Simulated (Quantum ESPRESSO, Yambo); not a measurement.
## G0W0 results for Ba2MgMoO6

Ba$_{2}$MgMoO$_{6}$ is modelled in the cubic space group Fm-3m (No. 225), Pearson symbol cF40. Conventional cell: a = b = c = 8.212 Å, α = β = γ = 90.00°. O on 24e has 1 Mo at 1.961 Å and 1 Mg at 2.146 Å and 4 Ba at 2.905 Å (octahedral). Mg on 4b has 6 O at 2.146 Å (octahedral). Mo on 4a is coordinated by 6 O at 1.961 Å (octahedral). Ba on 8c is coordinated by 12 O at 2.905 Å (cuboctahedral). (Neighbours: up to the widest gap in distance over summed covalent radii, below 1.35, at either atom; cation-cation contacts left out.)
(The calculation used a cell of 10 atoms; values per cell refer to that cell.)

The geometry is that of Materials Project entry mp-1205825, symmetrised and not relaxed again.

Starting point: PBEsol (Quantum ESPRESSO, PseudoDojo norm-conserving, 84 Ry, no spin-orbit coupling). G0W0 in Yambo: 2×2×2 Γ-centred k mesh, bands 3 to 214 and a 7 Ry block in the screening, 214 bands in G with the Bruneval-Gonze terminator, plasmon pole fitted at 27.2 eV.

```json
{
  "PBEsol gap along the band path": "2.00 eV",
  "PBEsol gap between the mesh's edge points (Γ → X)": "2.00 eV",
  "G0W0 gap between the same points": "3.47 eV",
  "PBEsol smallest direct gap on the mesh (at X)": "2.05 eV",
  "G0W0 direct gap at that point": "3.53 eV"
}
```

```json
[
 {"k point": "Γ", "band": "VB", "E PBEsol (eV)": "0.00", "E QP (eV)": "-0.34", "shift (eV)": "-0.34", "Z": "0.76"},
 {"k point": "Γ", "band": "CB", "E PBEsol (eV)": "2.34", "E QP (eV)": "3.48", "shift (eV)": "1.14", "Z": "0.79"},
 {"k point": "L", "band": "VB", "E PBEsol (eV)": "-0.39", "E QP (eV)": "-0.78", "shift (eV)": "-0.39", "Z": "0.76"},
 {"k point": "L", "band": "CB", "E PBEsol (eV)": "2.47", "E QP (eV)": "3.67", "shift (eV)": "1.20", "Z": "0.79"},
 {"k point": "X", "band": "VB", "E PBEsol (eV)": "-0.05", "E QP (eV)": "-0.40", "shift (eV)": "-0.35", "Z": "0.77"},
 {"k point": "X", "band": "CB", "E PBEsol (eV)": "2.00", "E QP (eV)": "3.13", "shift (eV)": "1.13", "Z": "0.80"}
]
```

Energies count from the PBEsol valence-band maximum.

Nearest settings tried, and what they do to the gap: 143 bands in G: +17 meV; 143 bands in W, 143 bands in G: +58 meV; 6 Ry block (283 vectors against 307): -0 meV. Not varied: mesh. So the settings aren't converged at that level. The k mesh is coarse.

Spin-orbit splittings are left out.

The structure is a Materials Project entry; no match was found in the copy of COD used, and its stability was not checked.
